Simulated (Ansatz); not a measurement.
Pt (fcc, Cu type)

```yaml
crystal:
  lattice:
    - [0.00000, 1.97013, 1.97013]
    - [1.97013, 0.00000, 1.97013]
    - [1.97013, 1.97013, 0.00000]
  atoms:
    - { symbol: Pt, position: [0.00000, 0.00000, 0.00000] }
```

These are r2SCAN (plane waves to 500 eV, PAW, scalar-relativistic; Ansatz, a quantum-chemistry and plane-wave program) values and carry that method's errors. DFPT wavenumbers on a 20×20×20 k mesh, in cm⁻¹ and rounded to 5; i marks imaginary ones, q is in fractions of the reciprocal vectors of the cell shown, and the three acoustic modes at Γ are left out. Pt is run without spin polarisation. Pt was relaxed with its symmetry unable to fall. Spin-orbit coupling is left out, though Pt is heavy.

Problem. Does any mode at L = (0.5, 0.0, 0.0), X = (0.5, 0.5, 0.0) come out imaginary?

Solution. No imaginary mode at these points (lowest 95 cm⁻¹ at L = (0.5, 0.0, 0.0)); other wave vectors were not tested.

Problem. List the wavenumbers at L = (0.5, 0.0, 0.0), X = (0.5, 0.5, 0.0), with degeneracies.

Solution. 
```json
[
 {"q": "L = (0.5, 0.0, 0.0)", "wavenumbers (cm⁻¹)": "95 (×2), 190"},
 {"q": "X = (0.5, 0.5, 0.0)", "wavenumbers (cm⁻¹)": "125 (×2), 190"}
]
```
